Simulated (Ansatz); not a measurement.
Space group I4/mmm (No. 139). a = 4.449 Å, b = 4.449 Å, c = 8.858 Å, α = 90.00°, β = 90.00°, γ = 90.00°
| atom | site | symmetry | x | y | z |
| --- | --- | --- | --- | --- | --- |
| Zr | 2b | 4/mmm | 0.5000 | 0.5000 | 0.0000 |
| Ti | 2a | 4/mmm | 0.0000 | 0.0000 | 0.0000 |
| Ti | 4d | -4m2 | 0.0000 | 0.5000 | 0.2500 |
| C | 4e | 4mm | 0.0000 | 0.0000 | 0.2439 |
| C | 4c | mmm. | 0.5000 | 0.0000 | 0.0000 |

Equation of state of this ZrTi3C4 structure (not necessarily the ground state), with shape and atoms relaxed at each volume where symmetry leaves them free. It has no gap at any of these volumes. Theory: DFT PBE, scalar-relativistic, plane waves, PAW (Ansatz 0.2.0).

Cutoff 420 eV; k points 12×12×12 on the computed 8-atom cell (Γ-centred); Gaussian smearing, width 0.10 eV; no spin polarisation.

```json
{"V (Å³/atom)": "9.641", "E − E(largest V) (meV/atom)": "75.36", "P (GPa)": "39.13"}
{"V (Å³/atom)": "9.970", "E − E(largest V) (meV/atom)": "7.83", "P (GPa)": "27.03"}
{"V (Å³/atom)": "10.299", "E − E(largest V) (meV/atom)": "-36.68", "P (GPa)": "16.64"}
{"V (Å³/atom)": "10.627", "E − E(largest V) (meV/atom)": "-61.40", "P (GPa)": "7.70"}
{"V (Å³/atom)": "10.956", "E − E(largest V) (meV/atom)": "-69.11", "P (GPa)": "0.02"}
{"V (Å³/atom)": "11.285", "E − E(largest V) (meV/atom)": "-62.17", "P (GPa)": "-6.60"}
{"V (Å³/atom)": "11.614", "E − E(largest V) (meV/atom)": "-42.63", "P (GPa)": "-12.29"}
{"V (Å³/atom)": "12.052", "E − E(largest V) (meV/atom)": "0.00", "P (GPa)": "-18.65"}
```

Q: Fit a third-order Birch–Murnaghan equation, E = E0 + (9V0B0/16)·[(x − 1)³B0' + (x − 1)²(6 − 4x)] with x = (V0/V)^(2/3), to E(V).

A: V0 = 10.96 Å³/atom, B0 = 237 GPa, B0' = 4.0.

The cell was found from a structure generator's guess, not taken from experiment.
